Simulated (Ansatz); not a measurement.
System: GaAs (zinc blende type), 2 atoms in the cell.

Level of theory: PBE, plane waves, PAW datasets (earlier set, tuned by hand) (Ansatz 0.2.0 development build).

Cutoff 1020 eV; k-mesh 8×8×8 Γ-centred; Fermi–Dirac smearing of 0.1 eV; no spin polarisation.

```xyz
2
Lattice="0.0000 2.8750 2.8750 2.8750 0.0000 2.8750 2.8750 2.8750 0.0000" Properties=species:S:1:pos:R:3 pbc="T T T"
Ga    0.0000    0.0000    0.0000
As    1.4375    1.4375    1.4375
```

Problem. Is the cell under compression or tension, and by how much?

Solution. The pressure is -0.10 GPa, so at these settings the cell is stretched and would shrink.

The stress includes the program's correction for the finite plane-wave basis.

The k-mesh is modest, so these values aren't fully converged in k.
